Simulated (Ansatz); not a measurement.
## Ansatz 0.2.0, settings compared: LaAl$_{2}$Si$_{2}$

Run with:

```bash
ansatz run input.yaml --threads 1 --pin off --max-ram 2560MiB --backend cpu --events-out ev --progress --plain --runs-dir out
```

The input file (Ansatz 0.2.0, plane waves):

```yaml
crystal:
  lattice:
    - [2.09788, 3.633634, 0.0]
    - [-2.09788, 3.633634, 0.0]
    - [0.0, 0.0, 6.84777]
  atoms:
    - { symbol: Si, position: [0.3333, 0.3334, 0.27192] }
    - { symbol: Si, position: [0.6667, 0.6666, 0.72808] }
    - { symbol: Al, position: [0.3333, 0.3334, 0.6387] }
    - { symbol: Al, position: [0.6667, 0.6666, 0.3613] }
    - { symbol: La, position: [0.0, 0.0, 0.0] }
  symmetry: { tolerance: 0.0003 }
kpoints:
  mp_grid: { grid: [5, 5, 3], shift: [0, 0, 0] }
magnetization:
  spin_polarized: false
scf:
  occupations: { method: fermi_dirac }
hamiltonian:
  pseudopotentials: { kind: paw }
  xc: pbesol
basis:
  ecutwfc: 420
output:
  forces: true
  stress: true
  eigenvalues: true
```

Origin of the cell: a known structure type with other elements, at an estimated volume, so it need not be a known compound.

The smearing width isn't typed, so it takes its default of 0.1 eV.

Output of this run (shortened):

```
Warning: the atoms were moved onto the symmetric positions of the space group found under crystal.symmetry.tolerance 3.0e-4 (fractional; no operation is sought that the atoms, as they stand i […]
Pseudopotentials: kind: paw
Pseudopotential: Si, paw, valence charge 4, recommended cutoff 420 eV (normal), Si.paw.azcp
Pseudopotential: Al, paw, valence charge 3, recommended cutoff 420 eV (normal), Al.paw.azcp
Pseudopotential: La, paw, valence charge 11, recommended cutoff 420 eV (normal), La.paw.azcp
Functional definition: PBEsol
  exchange = pbesol_x
  correlation = pbesol_c
Crystal: 5 atoms, lattice volume = 104.400 Å³
Basis set: ecut = 420 eV, 1985 PW (Γ), exchange–correlation on 60×60×96 points (8 copies of the dense FFT grid, shifted against one another)
Bands: 18, of which v1, the nominal top of the filled ones, is band 13 counted from 1 (12 counted from 0)
Symmetry: 12 space group operations
Space group: P-3m1 (ITA 164), of the structure as read, at distance tolerance 1.4e-3 Å
k-points: 12 of 75
[… 9 lines left out …]
Initial density: superposition of atomic densities (neutral atoms: chi_scale 0, normalization atom), corrected by the library's trained network
Functional: x = pbesol(κ = 0.804, μ = 0.123457), c = pbesol(β = 0.046)
SCF iter   1: F=—  HF=-8455.522641 eV  Δρ=2.90e-3  dr2=2.82e-2
SCF iter   2: F=—  HF=-8455.517569 eV  Δρ=1.47e-3  dr2=5.83e-3
SCF iter   3: F=—  HF=-8455.516611 eV  Δρ=3.52e-4  dr2=2.00e-4
SCF iter   4: F=—  HF=-8455.516586 eV  Δρ=9.50e-5  dr2=1.25e-5
SCF iter   5: F=—  HF=-8455.516611 eV  Δρ=2.20e-5  dr2=1.19e-6
SCF iter   6: F=-8455.516611 eV  HF=-8455.516611 eV  Δρ=5.91e-6  dr2=7.78e-8
SCF 1 converged in 6 iterations: F = -8455.516611 eV  dr2 = 7.78e-8
SCF converged after 6 iterations
Free energy (F): -8455.516611 eV
Harris-Foulkes:  -8455.516611 eV  (|F-HF|=2.53e-8)
Internal energy: -8455.458016 eV  (E = F + TS)
E sigma→0 (E₀):  -8455.487313 eV
Entropy (-TS):   -0.058595 eV (-11.719 meV/atom)
Fermi energy:    8.968653 eV
--- Per-component energies (eV) ---
  E_band       = -13.670066
  E_kinetic    = 320.763838
  E_local      = -466.293006  (includes V_loc(G=0)·N_el)
  E_nonlocal   = 171.181219
  E_hartree    = 169.631201
  E_xc         = -327.928661
  E_vxc        = -301.050048  (∫ρ·V_xc dr)
  E_paw        = -7236.483824  (= ΣΔE_a)
  E_vpaw       = -77.537537  (= ΣTr[D̂ρ^β])
  E_aug_tail   = 0.000008  (compensation charges beyond the density's cutoff)
  E_ewald      = -1086.599702
  E_core_change = 0.270909  (= ΣΔE_core)
  E_smearing   = -0.058595  (= −TS)
  Σ components = -8455.516611   (vs F -8455.516611, Δ=0.00e0)
--- Forces (eV/Å), atoms counted from 1 ---
  atom   1  Si     0.000000    -0.000000    -0.084306
  atom   2  Si    -0.000000     0.000000     0.084306
  atom   3  Al     0.000000    -0.000000    -0.031582
  atom   4  Al    -0.000000     0.000000     0.031582
  atom   5  La    -0.000000    -0.000000     0.000000
  max |Σ_I F_I| component: 2.31e-17 eV/Å
--- Stress (GPa, compression-positive) ---
        2.203312      -0.000000       0.000000
       -0.000000       2.203312       0.000000
        0.000000       0.000000       1.451566
  P = ⅓ Tr σ = 1.9527 GPa (19.527 kbar)
```

The same input was run again with these changes:

1. `kpoints.mp_grid.grid` [5, 5, 3] → [2, 2, 2]
2. `hamiltonian.xc` pbesol → r2scan
3. `basis.ecutwfc` 420 → "250 eV"
4. `kpoints.mp_grid.shift` [0, 0, 0] → [0.5, 0.5, 0.5]; `magnetization` { spin_polarized: false } → { spin_polarized: true } (starts: ferro); `crystal.symmetry` { tolerance: 0.0003 } → { detect: false }; typed moments: Si1 3, Si2 2, Al3 3, Al4 3, La5 2

| run | end | SCF iterations | P (GPa) | max force component (eV/Å) | moment (μB) | ΔE(σ→0) (meV/atom) |
| --- | --- | --- | --- | --- | --- | --- |
| base | converged | 6 | 1.95 | 0.084 | – | 0 |
| 1 | converged | 7 | 1.66 | 0.176 | – | 252.31 |
| 2 | converged | 7 | 4.05 | 0.194 | – | – |
| 3 | converged | 6 | 2.35 | 0.068 | – | 119.21 |
| 4 | converged | 11 | 1.60 | 0.159 | 0.00 | 9.92 |

Energies are compared only where functional, datasets, charge and starting cell are the same.

Not properties of the system: run 1 (too coarse or loose: `kpoints.mp_grid.grid` = [2, 2, 2]), run 3 (too coarse or loose: `basis.ecutwfc` = "250 eV").

Caveats of the base run: no moments, though an odd count or open d shells may carry them; no spin-orbit coupling, though heavy elements are present; the k mesh is coarse if the cell is a metal.

Run 2: the cutoff lies below the datasets' advice.
Run 3: the cutoff lies below the datasets' advice.
Run 4: a starting moment was lost; typed moments were cut to what the open shells hold.

Time of the base run: 2.1 s of wall time on 1 CPU thread(s) of a shared host, from the program's own first density.
